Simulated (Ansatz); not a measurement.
Nb$_{2}$Tc:
```
Nb2Tc
1.0
    0.00000     2.32190     6.70256
    1.60809     0.00000     6.70256
    1.60809     2.32190     0.00000
Nb Tc
2 1
Direct
  0.33948   0.33948   0.66052
  0.66052   0.66052   0.33948
  0.00000   0.00000   0.00000
```

Relaxed with r²SCAN. Special points in fractions of this cell's reciprocal vectors: Γ (0.000, 0.000, 0.000); Y (0.500, 0.000, 0.500); T (1.000, 0.500, 0.500); Z (0.500, 0.500, 0.000); Σ0 (0.000, 0.384, 0.384); U0 (1.000, 0.616, 0.616); C0 (0.500, 0.144, 0.644); A0 (0.500, 0.856, 0.356); L (0.500, 0.500, 0.500).

**Question.** List the band energies nearest the Fermi level at these points for r²SCAN (plane waves, PAW; program Ansatz).

**Answer.** In eV from the Fermi level; about four levels below and three above (degenerate sets whole), none deeper than 8.9 eV; points with the same levels are listed once.

| k | below | above |
|---|---|---|
| Γ | -1.42 -1.00 -0.60 -0.07 | 0.61 0.71 1.20 |
| Y | -4.30 -3.66 -3.49 -3.14 | 1.23 1.57 1.87 |
| T | -2.57 -1.36 -1.21 -0.61 | 0.57 1.69 2.45 |
| Z | -1.06 -0.90 -0.54 -0.37 | 0.43 0.71 1.50 |
| Σ0 | -2.13 -1.98 -1.76 -1.36 | 1.87 1.92 2.46 |
| C0 | -2.28 -0.91 -0.80 -0.76 | 1.84 2.41 2.87 |
| L | -2.53 -1.99 -0.59 -0.34 | 0.82 1.31 2.01 |

Space group Fmmm. The workflow started from a Materials Project entry (that database holds measured and hypothetical structures alike); the Crystallography Open Database copy checked does not list it. With Nb and Tc taken as one species the cell has the higher symmetry Im-3m, so it may be an ordered model of a mixed-site phase. Its standing as an ambient phase is unchecked. Symmetry was held in the r²SCAN relaxation; its stability against distortions is not shown here. No spin polarisation was allowed. Spin–orbit coupling is left out wherever it is not named.

Potentials: the later of the program's two PAW sets.
